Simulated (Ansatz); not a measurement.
Relaxed PbTe (rock salt):

```
PbTe
1.0
    0.00000     6.53422     6.53422
    3.26711     0.00000     3.26711
    3.26711     3.26711     0.00000
Te Pb
2 2
Direct
  0.00000   0.00000   0.00000
  0.50000   0.00000   0.00000
  0.25000   0.50000   0.50000
  0.75000   0.50000   0.50000
```

These are r2SCAN (plane waves to 500 eV, PAW, scalar-relativistic; Ansatz, an electronic-structure program) values and carry that method's errors. k mesh 7×7×7 (Γ-centred), Fermi-Dirac smearing 0.05 eV. PbTe was relaxed with its symmetry unable to fall. Spin-orbit coupling is left out, though Pb and Te are heavy.

One atom of the cell was then moved (with its periodic images), all else fixed, and the forces (eV/Å) came out as:

```csv
atom,Fx,Fy,Fz
Te1,-0.004,-0.173,0.004
Te2,0.015,0.761,-0.015
Pb3,0.258,-1.195,-0.258
Pb4,-0.270,0.607,0.270
```

Task: Which atom was moved, and by which vector (Å)?

Result: Pb3, by (0.00, 0.39, 0.00), 0.39 Å in all.

(For displaced atoms, the force is minus the slope of the energy, and its curvature is a force constant, which sets phonon frequencies.)
